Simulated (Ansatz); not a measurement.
Theory: DFT PBE, scalar-relativistic, plane waves, PAW in Ansatz 0.2.0. Settings: cutoff 420 eV, Γ-centred meshes spaced at most about 0.3 Å⁻¹, and about 0.25 Å⁻¹ or finer for metals (2π included), Gaussian smearing. No spin polarisation in the final relaxations.

These are static total energies at zero pressure. All come from trial cells, and lower structures may exist.

Problem. Order these relaxed structures of ScSbS₃ by energy, lowest first, with the energy over the lowest of them.
A.

```cif
data_structure
_symmetry_space_group_name_H-M 'P6mm'
_symmetry_Int_Tables_number 183
_cell_length_a 4.3346
_cell_length_b 4.3346
_cell_length_c 9.0782
_cell_angle_alpha 90.000
_cell_angle_beta 90.000
_cell_angle_gamma 120.000
_cell_volume 147.72
loop_
_atom_site_label
_atom_site_type_symbol
_atom_site_symmetry_multiplicity
_atom_site_Wyckoff_symbol
_atom_site_fract_x
_atom_site_fract_y
_atom_site_fract_z
_atom_site_occupancy
Sc1 Sc 1 a 0.00000 0.00000 0.44075 1
Sb1 Sb 1 a 0.00000 0.00000 0.91550 1
S1 S 2 b 0.33333 0.66667 0.53780 1
S2 S 1 a 0.00000 0.00000 0.16856 1
```

B.

```cif
data_structure
_symmetry_space_group_name_H-M 'P4mm'
_symmetry_Int_Tables_number 99
_cell_length_a 4.6306
_cell_length_b 4.6306
_cell_length_c 6.5099
_cell_angle_alpha 90.000
_cell_angle_beta 90.000
_cell_angle_gamma 90.000
_cell_volume 139.59
loop_
_atom_site_label
_atom_site_type_symbol
_atom_site_symmetry_multiplicity
_atom_site_Wyckoff_symbol
_atom_site_fract_x
_atom_site_fract_y
_atom_site_fract_z
_atom_site_occupancy
Sc1 Sc 1 a 0.00000 0.00000 0.25979 1
Sb1 Sb 1 b 0.50000 0.50000 0.63810 1
S1 S 1 b 0.50000 0.50000 0.01420 1
S2 S 2 c 0.00000 0.50000 0.42791 1
```

C.

```cif
data_structure
_symmetry_space_group_name_H-M 'P-6m2'
_symmetry_Int_Tables_number 187
_cell_length_a 4.1188
_cell_length_b 4.1188
_cell_length_c 7.9259
_cell_angle_alpha 90.000
_cell_angle_beta 90.000
_cell_angle_gamma 120.000
_cell_volume 116.44
loop_
_atom_site_label
_atom_site_type_symbol
_atom_site_symmetry_multiplicity
_atom_site_Wyckoff_symbol
_atom_site_fract_x
_atom_site_fract_y
_atom_site_fract_z
_atom_site_occupancy
Sc1 Sc 1 b 0.00000 0.00000 0.50000 1
Sb1 Sb 1 c 0.33333 0.66667 0.00000 1
S1 S 2 i 0.66667 0.33333 0.79637 1
S2 S 1 d 0.33333 0.66667 0.50000 1
```

D.

```cif
data_structure
_symmetry_space_group_name_H-M 'Cm'
_symmetry_Int_Tables_number 8
_cell_length_a 6.5402
_cell_length_b 3.7771
_cell_length_c 9.8766
_cell_angle_alpha 90.000
_cell_angle_beta 90.258
_cell_angle_gamma 90.000
_cell_volume 243.98
loop_
_atom_site_label
_atom_site_type_symbol
_atom_site_symmetry_multiplicity
_atom_site_Wyckoff_symbol
_atom_site_fract_x
_atom_site_fract_y
_atom_site_fract_z
_atom_site_occupancy
Sc1 Sc 2 a 0.33090 0.00000 0.61046 1
Sb1 Sb 2 a 0.66699 0.00000 0.98495 1
S1 S 2 a 0.99870 0.00000 0.77727 1
S2 S 2 a 0.00129 0.00000 0.14052 1
S3 S 2 a 0.66341 0.00000 0.48680 1
```

Solution. D (0 meV/atom), C (329 meV/atom), B (346 meV/atom), A (656 meV/atom). Forms: D Cm; C P-6m2; B P4mm; A P6mm. Counting S atoms around Sb and Sc (those within 1.25 times the shortest such distance or 1.15 times the sum of covalent radii, 1.27 where that leaves under three; a plus sign parts nearer from farther groups): D has Sc 3+3, Sb 3+3; C has Sc 3, Sb 6; B has Sc 4, Sb 1+4; A has Sc 7, Sb 1.

Weakly bound directions are ill-defined at this level, which has no dispersion term (Cm, P4mm, P6mm), and this can change margins and order among such cells. These runs have no spin–orbit coupling, which can matter for Sb. Cells relaxed within their symmetry can be saddle points. The Cm cell of ScSbS3 came from shaking the P-6m2 one. Some types were kept out of the candidates beforehand, so the set may lack a known form.
